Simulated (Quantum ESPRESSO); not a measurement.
Al3SiO5N, input and log of a self-consistent run

Simulated, not a measurement. The program is pw.x of Quantum ESPRESSO 7.5 (plane-wave density functional theory). The cell is made up: 10 atoms on a corundum lattice, with randomly drawn elements, strain and displacements, not relaxed. PseudoDojo standard norm-conserving files (v0.5 for PBE, v0.4.1 for LDA and PBEsol) set the functional; there is no spin polarisation, spin-orbit coupling or dispersion term, and the masses in the input are unused placeholders.

Input:

```
&control calculation='scf', pseudo_dir='./dojo.nc.sr.pbe.v0_5.standard.upf', outdir='./o', disk_io='low', tprnfor=.true., tstress=.true. /
&system ibrav=0, nat=10, ntyp=4, nbnd=30, ecutwfc=84.00895049, nosym=.true., tot_charge=0,
 occupations='smearing', smearing='fd', degauss=0.0018374661
/
&electrons conv_thr=7.350e-09, electron_maxstep=60, /
ATOMIC_SPECIES
Al 1.0 Al.upf
N 1.0 N.upf
O 1.0 O.upf
Si 1.0 Si.upf
CELL_PARAMETERS angstrom
2.3509 1.3573 4.275
-2.3509 1.3573 4.275
0.0 -2.7146 4.275
ATOMIC_POSITIONS angstrom
Al 0.0878 -0.0072 4.4787
Al -0.0107 0.0184 2.0301
Al -0.0308 -0.0082 8.3098
Si 0.0156 -0.0595 11.0283
O -0.84 1.3144 7.4423
O -0.6908 -1.512 7.5419
O 1.6676 0.1764 7.5673
O 0.9912 -1.2403 5.3318
N 0.6087 1.5265 5.5
O -1.5834 -0.2747 5.3163
K_POINTS automatic
6 6 6 1 1 1
```

The log is shortened where brackets say so; the opening notice, blank lines, dates and the lines on written files are dropped, and the path of the files is cut. It prints rydbergs, bohrs and kilobars, and counts compression as positive stress. With no partly filled state, the Fermi energy that it prints is only some level between the filled and the empty states on the mesh, and need not lie in the true gap.

```
     Program PWSCF v.7.5
     Parallel version (MPI & OpenMP), running on       4 processor cores
     Number of MPI processes:                 4
     Threads/MPI process:                     1
     [start-up lines left out]
     bravais-lattice index     =            0
     lattice parameter (alat)  =       9.5697  a.u.
     unit-cell volume          =     552.3241 (a.u.)^3
     number of atoms/cell      =           10
     number of atomic types    =            4
     number of electrons       =        48.00
     number of Kohn-Sham states=           30
     kinetic-energy cutoff     =      84.0090  Ry
     charge density cutoff     =     336.0358  Ry
     scf convergence threshold =      7.3E-09
     mixing beta               =       0.7000
     number of iterations used =            8  plain     mixing
     Exchange-correlation= PBE
                           (   1   4   3   4   0   0   0)
     [axes and pseudopotential details left out]
   Cartesian axes
     site n.     atom                  positions (alat units)
         1        Al     tau(   1) = (   0.0173379  -0.0014218   0.8844104  )
         2        Al     tau(   2) = (  -0.0021129   0.0036335   0.4008845  )
         3        Al     tau(   3) = (  -0.0060821  -0.0016193   1.6409390  )
         4        Si     tau(   4) = (   0.0030805  -0.0117495   2.1777621  )
         5        O      tau(   5) = (  -0.1658751   0.2595550   1.4696335  )
         6        O      tau(   6) = (  -0.1364125  -0.2985752   1.4893016  )
         7        O      tau(   7) = (   0.3293015   0.0348338   1.4943173  )
         8        O      tau(   8) = (   0.1957326  -0.2449225   1.0528724  )
         9        N      tau(   9) = (   0.1202002   0.3014385   1.0860869  )
        10        O      tau(  10) = (  -0.3126745  -0.0542451   1.0498116  )
     number of k points=   108  Fermi-Dirac smearing, width (Ry)=  0.0018
     Number of k-points >= 100: set verbosity='high' to print them.
     Dense  grid:    57377 G-vectors     FFT dimensions: (  60,  60,  60)
     Estimated max dynamical RAM per process >     171.16 MB
     Estimated total dynamical RAM >     642.60 MB
     Initial potential from superposition of free atoms
     starting charge      47.9920, renormalised to      48.0000
     Starting wfcs are   40 randomized atomic wfcs
     total cpu time spent up to now is        4.3 secs
     per-process dynamical memory:   148.0 Mb
     Self-consistent Calculation
     iteration #  1     ecut=    84.01 Ry     beta= 0.70
     Davidson diagonalization with overlap
     ethr =  1.00E-02,  avg # of iterations =  3.7
     total cpu time spent up to now is       13.1 secs
     total energy              =    -208.31153682 Ry
     estimated scf accuracy    <       2.39869909 Ry
     iteration #  2     ecut=    84.01 Ry     beta= 0.70
     Davidson diagonalization with overlap
     ethr =  5.00E-03,  avg # of iterations =  2.1
     total cpu time spent up to now is       22.0 secs
     total energy              =    -209.02643137 Ry
     estimated scf accuracy    <       1.44782827 Ry
     iteration #  3     ecut=    84.01 Ry     beta= 0.70
     Davidson diagonalization with overlap
     ethr =  3.02E-03,  avg # of iterations =  2.0
     total cpu time spent up to now is       29.5 secs
     total energy              =    -209.27630032 Ry
     estimated scf accuracy    <       0.02719811 Ry
     iteration #  4     ecut=    84.01 Ry     beta= 0.70
     Davidson diagonalization with overlap
     ethr =  5.67E-05,  avg # of iterations =  9.5
     total cpu time spent up to now is       44.1 secs
     total energy              =    -209.29218069 Ry
     estimated scf accuracy    <       0.00702724 Ry
     iteration #  5     ecut=    84.01 Ry     beta= 0.70
     Davidson diagonalization with overlap
     ethr =  1.46E-05,  avg # of iterations =  2.6
     total cpu time spent up to now is       51.8 secs
     total energy              =    -209.29270921 Ry
     estimated scf accuracy    <       0.00199833 Ry
     [iterations 6 to 7 left out]
     iteration #  8     ecut=    84.01 Ry     beta= 0.70
     Davidson diagonalization with overlap
     ethr =  1.18E-07,  avg # of iterations =  3.0
     total cpu time spent up to now is       76.6 secs
     total energy              =    -209.29272697 Ry
     estimated scf accuracy    <       0.00000238 Ry
     iteration #  9     ecut=    84.01 Ry     beta= 0.70
     Davidson diagonalization with overlap
     ethr =  4.96E-09,  avg # of iterations =  3.0
     total cpu time spent up to now is       84.6 secs
     total energy              =    -209.29272747 Ry
     estimated scf accuracy    <       0.00000117 Ry
     iteration # 10     ecut=    84.01 Ry     beta= 0.70
     Davidson diagonalization with overlap
     ethr =  2.43E-09,  avg # of iterations =  2.0
     total cpu time spent up to now is       91.3 secs
     total energy              =    -209.29272757 Ry
     estimated scf accuracy    <       0.00000010 Ry
     iteration # 11     ecut=    84.01 Ry     beta= 0.70
     Davidson diagonalization with overlap
     ethr =  2.05E-10,  avg # of iterations =  3.6
     total cpu time spent up to now is      101.2 secs
     total energy              =    -209.29272761 Ry
     estimated scf accuracy    <       0.00000002 Ry
     iteration # 12     ecut=    84.01 Ry     beta= 0.70
     Davidson diagonalization with overlap
     ethr =  4.86E-11,  avg # of iterations =  2.0
     total cpu time spent up to now is      108.4 secs
     End of self-consistent calculation
     Number of k-points >= 100: set verbosity='high' to print the bands.
     the Fermi energy is    12.5175 ev
!    total energy              =    -209.29272761 Ry
     estimated scf accuracy    <          2.9E-09 Ry
     smearing contrib. (-TS)   =       0.00000000 Ry
     internal energy E=F+TS    =    -209.29272761 Ry
     The total energy is F=E-TS. E is the sum of the following terms:
     one-electron contribution =     -25.58754842 Ry
     hartree contribution      =      49.47432647 Ry
     xc contribution           =     -59.28419174 Ry
     ewald contribution        =    -173.89531392 Ry
     convergence has been achieved in  12 iterations
     Forces acting on atoms (cartesian axes, Ry/au):
     atom    1 type  1   force =    -0.04998310    0.07605439    0.18805475
     atom    2 type  1   force =    -0.02365788   -0.02555788   -0.20922723
     atom    3 type  1   force =     0.08171229   -0.04898823    0.12307129
     atom    4 type  4   force =     0.05964751    0.01390039   -0.18752547
     atom    5 type  3   force =    -0.05565619    0.07792715    0.02861322
     atom    6 type  3   force =    -0.06586769    0.06428214   -0.01548172
     atom    7 type  3   force =     0.05263791   -0.15617006   -0.07516063
     atom    8 type  3   force =    -0.05731589   -0.07812145    0.09487561
     atom    9 type  2   force =     0.07746691   -0.07953614   -0.03859478
     atom   10 type  3   force =    -0.01898386    0.15620969    0.09137497
     Total force =     0.518268     Total SCF correction =     0.000027
     Computing stress (Cartesian axis) and pressure
          total   stress  (Ry/bohr**3)                   (kbar)     P=      208.76
   0.00156926   0.00009911   0.00013989          230.85       14.58       20.58
   0.00009911   0.00157385  -0.00032928           14.58      231.52      -48.44
   0.00013989  -0.00032928   0.00111424           20.58      -48.44      163.91
     init_run     :      3.95s CPU      4.05s WALL (       1 calls)
     electrons    :    102.59s CPU    104.08s WALL (       1 calls)
     forces       :      1.42s CPU      1.43s WALL (       1 calls)
     stress       :      4.97s CPU      5.01s WALL (       1 calls)
     [timing details left out]
     PWSCF        :   1m53.23s CPU   1m54.93s WALL
     JOB DONE.
```

In other units: free energy -2847.573 eV for the cell, pressure 20.88 GPa, largest force component 5.379 eV/Å. A rerun of this cell at a cutoff of 1437 eV and k mesh 8 x 8 x 8 moved values by no more than 0.003 eV in energy, 0.02 GPa in stress and 0.002 eV/Å in force.